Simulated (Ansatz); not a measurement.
MgCd3 (space group P6_3/mmc)

```
CELL_PARAMETERS angstrom
      6.26456     0.00000     0.00000
     -3.13228     5.42527     0.00000
      0.00000     0.00000     4.94385
ATOMIC_POSITIONS crystal
  Mg 0.66667 0.33333 0.75000
  Mg 0.33333 0.66667 0.25000
  Cd 0.66582 0.83291 0.75000
  Cd 0.33418 0.16709 0.25000
  Cd 0.83291 0.66582 0.25000
  Cd 0.16709 0.33418 0.75000
  Cd 0.16709 0.83291 0.75000
  Cd 0.83291 0.16709 0.25000
```

The volume is varied about the relaxed value V₀ at fixed cell shape. The atoms relax within the cell's symmetry.

Level of theory: r2SCAN (plane waves to 500 eV, PAW, scalar-relativistic; Ansatz, a first-principles code). k mesh 9×9×10 (Γ-centred), Fermi-Dirac smearing 0.05 eV. Energies are smeared free energies. MgCd3 was relaxed with its symmetry unable to fall. ΔE is measured from the relaxed starting cell.

Predict the ΔE (meV/atom) at V/V₀ = 0.840, 0.880, 0.920, 0.960, 1.040, 1.080, 1.120, 1.160.


| V/V₀ | ΔE (meV/atom) |
|---|---|
| 0.840 | 130 |
| 0.880 | 67 |
| 0.920 | 27 |
| 0.960 | 6 |
| 1.040 | 5 |
| 1.080 | 19 |
| 1.120 | 40 |
| 1.160 | 67 |

(Under strain, the slope of the energy per volume gives the stress and its curvature an elastic modulus.)
